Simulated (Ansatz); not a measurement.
Al3Ni:
```
Al3Ni
1.0
    6.58711     0.00000     0.00000
    0.00000     7.30170     0.00000
    0.00000     0.00000     4.76332
Al Ni
12 4
Direct
  0.00986   0.25000   0.91574
  0.99014   0.75000   0.08426
  0.49014   0.75000   0.41574
  0.50986   0.25000   0.58426
  0.17074   0.44322   0.36597
  0.82926   0.55678   0.63403
  0.32926   0.55678   0.86597
  0.67074   0.44322   0.13403
  0.67074   0.05678   0.13403
  0.32926   0.94322   0.86597
  0.82926   0.94322   0.63403
  0.17074   0.05678   0.36597
  0.87027   0.25000   0.44390
  0.12973   0.75000   0.55610
  0.62973   0.75000   0.94390
  0.37027   0.25000   0.05610
```

Relaxed with r²SCAN.

Task: Which orbitals make up the states near the Fermi level in the program Ansatz at the r²SCAN level (PAW)?

Result: Within 0.5 eV of the Fermi level: Al 3p 55 %, Ni 3d 22 %, Al 3s 15 %. Projections are on Löwdin-orthogonalised atomic valence shells; empty p or d shells of many metals are not among them.

Task: Tabulate the density of states.

Result: States/eV per cell of 16 atoms, in 0.25 eV bins, energy from the Fermi level.

```tsv
E (eV)	total	Ni 3d	Al 3p	Al 3s
-7.85	3.01	0.07	1.76	0.98
-7.60	3.11	0.09	1.82	1.00
-7.35	3.61	0.13	2.11	1.16
-7.10	3.54	0.16	2.04	1.14
-6.85	3.85	0.22	2.19	1.25
-6.60	4.00	0.27	2.26	1.26
-6.35	4.20	0.35	2.35	1.29
-6.10	4.18	0.43	2.31	1.24
-5.85	4.71	0.58	2.57	1.34
-5.60	4.80	0.74	2.58	1.29
-5.35	5.22	0.97	2.73	1.30
-5.10	5.87	1.34	2.94	1.37
-4.85	6.27	1.71	3.05	1.28
-4.60	7.00	2.35	3.22	1.19
-4.35	7.28	2.85	3.07	1.10
-4.10	7.26	3.32	2.67	1.02
-3.85	8.96	4.69	2.94	1.05
-3.60	13.16	7.96	3.38	1.33
-3.35	16.55	11.51	3.33	1.19
-3.10	26.16	20.65	3.84	1.02
-2.85	30.71	26.45	3.13	0.52
-2.60	27.73	23.53	2.89	0.62
-2.35	11.04	7.86	2.31	0.51
-2.10	12.32	6.96	4.27	0.72
-1.85	10.89	5.80	4.21	0.58
-1.60	5.93	2.56	2.76	0.40
-1.35	5.93	2.56	2.74	0.40
-1.10	6.40	2.15	3.42	0.53
-0.85	5.74	1.69	3.14	0.61
-0.60	5.07	1.25	2.86	0.65
-0.35	5.77	1.38	3.11	0.84
-0.10	5.24	1.17	2.86	0.81
0.15	3.24	0.65	1.80	0.52
0.40	3.16	0.61	1.73	0.54
0.65	2.86	0.51	1.54	0.52
0.90	4.87	0.92	2.36	1.01
1.15	6.11	1.11	2.79	1.44
1.40	5.77	0.94	2.61	1.46
1.65	6.17	0.88	2.91	1.54
1.90	6.71	0.87	3.23	1.64
2.15	6.47	0.77	3.09	1.62
2.40	6.57	0.70	3.23	1.57
2.65	6.38	0.61	3.17	1.51
2.90	6.61	0.57	3.31	1.58
3.15	6.04	0.46	3.06	1.45
3.40	6.22	0.45	3.10	1.56
3.65	6.52	0.44	3.28	1.63
3.90	6.17	0.38	3.17	1.47
4.15	7.03	0.38	3.61	1.64
4.40	7.02	0.34	3.65	1.60
4.65	6.66	0.28	3.55	1.41
```

Space group Pnma. The workflow started from a Materials Project entry (that database holds measured and hypothetical structures alike); the Crystallography Open Database copy checked does not list it. Whether it is the stable phase at ambient conditions was not checked. Symmetry was held in the r²SCAN relaxation; its stability against distortions is not shown here. No spin polarisation was allowed.

Potentials: the later of the program's two PAW sets.
